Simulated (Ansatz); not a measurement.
# TiB2: computed property card

TiB2:
```cif
data_B2Ti
_chemical_formula_sum 'Ti1 B2'
_space_group_name_H-M_alt 'P 1'
_space_group_IT_number 1
_cell_length_a 3.72733
_cell_length_b 3.72733
_cell_length_c 3.72733
_cell_angle_alpha 129.768
_cell_angle_beta 129.768
_cell_angle_gamma 73.777
loop_
_space_group_symop_operation_xyz
  'x, y, z'
loop_
_atom_site_label
_atom_site_type_symbol
_atom_site_fract_x
_atom_site_fract_y
_atom_site_fract_z
_atom_site_occupancy
Ti1 Ti 0.00000 0.00000 0.00000 1
B1 B 0.36794 0.36794 0.00000 1
B2 B 0.63206 0.63206 0.00000 1
```

Space group I4/mmm (No. 139), MoSi2 or CaC2 type; conventional cell a = 3.1641 Å, b = 3.1641 Å, c = 5.9623 Å, α = 90.00°, β = 90.00°, γ = 90.00°.

Method: PBEsol (plane waves, PAW; program Ansatz). The cell and atoms are relaxed at this level. Other levels are named where they apply.

Cell and energy:

```yaml
volume_per_atom: 9.95 Å³
density: 3.87 g/cm³
Formation energy from the elements (no fitted shifts): 0.12 eV/atom
```

Electronic structure:

```yaml
electronic_character: metallic (no gap)
Density of states at the Fermi level: 0.43 states/eV per atom (mean over ±0.08 eV)
```

Mechanics:

```yaml
Bulk modulus (Birch–Murnaghan fit): 170 GPa
Pressure derivative B′: 3.9
```

Phonons:

```yaml
highest_zone_centre_frequency: 1063 cm^-1
zone_centre_stability: no imaginary mode at Γ
```

The cell is a constructed one: a structure type filled with these elements; neither database checked (COD, Materials Project) lists it. It is not the phase usual at ambient conditions (space group No. 191). Symmetry was held in the PBEsol relaxation. The run is not spin-polarised. As this level gives no gap, phonon frequencies hold no LO–TO term and depend on the k-mesh and smearing (Fermi–Dirac, 0.1 eV here). The references are the lowest solids computed at this level, not always the standard phases.

Potentials: the earlier of the program's two PAW sets. The files were generated under PBE; for other functionals the program regenerates the frozen cores, and for LDA and PBEsol the local potential too.
